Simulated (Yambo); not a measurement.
## Bethe-Salpeter results for PdCdF₆

```xyz
8
Lattice="2.5284 1.4598 4.8351 -2.5284 1.4598 4.8351 0.0000 -2.9195 4.8351" Properties=species:S:1:pos:R:3 pbc="T T T"
F      0.8488    -1.6139     5.9581
F     -0.8488     1.6139     8.5472
F      0.9733     1.5421     5.9581
F     -0.9733    -1.5421     8.5472
F     -1.8221     0.0719     5.9581
F      1.8221    -0.0719     8.5472
Pd     0.0000     0.0000     0.0000
Cd     0.0000     0.0000     7.2526
```

The geometry is that of Materials Project entry mp-13984, symmetrised and not relaxed again.

BSE in Yambo on norm-conserving PBEsol (Quantum ESPRESSO, 102 Ry, without SOC) bands: 4×4×4 mesh, 26 valence and 4 conduction bands, static screening with 79 bands and a 3 Ry block, scissor 2.63 eV, Tamm-Dancoff; field along x.

```
state  energy (eV)  states within 2 meV  relative strength  class    main transitions
-----  -----------  -------------------  -----------------  -----  ------------------
1             1.71                    2             < 0.01   dark  several band pairs
2             1.84                    1             < 0.01   dark  several band pairs
3             2.46                    1             < 0.01   dark  several band pairs
4             2.49                    2             < 0.01   dark  several band pairs
5             3.63                    1             < 0.01   dark  several band pairs
6             3.69                    2             < 0.01   dark  several band pairs
7             3.84                    1             < 0.01   dark  several band pairs
8             3.86                    2               0.06   weak  several band pairs
```

These are vertical excitations (zero momentum). The direct quasiparticle gap on this mesh is 4.44 eV; counted from there, state 1 is bound by 2.73 eV. On a 2×2×2 mesh the same difference is 2.65 eV.

Spin singlets only. Strengths are relative to the strongest of the lowest states of this run; strong means a line over 3 % of the spectrum's maximum, dark under 0.03 %. Absolute energies carry the error of the G0W0 scissor, whose convergence isn't established; the long-wavelength screening was taken along (1,1,1) although the crystal is anisotropic.

Spin-orbit splittings are left out.
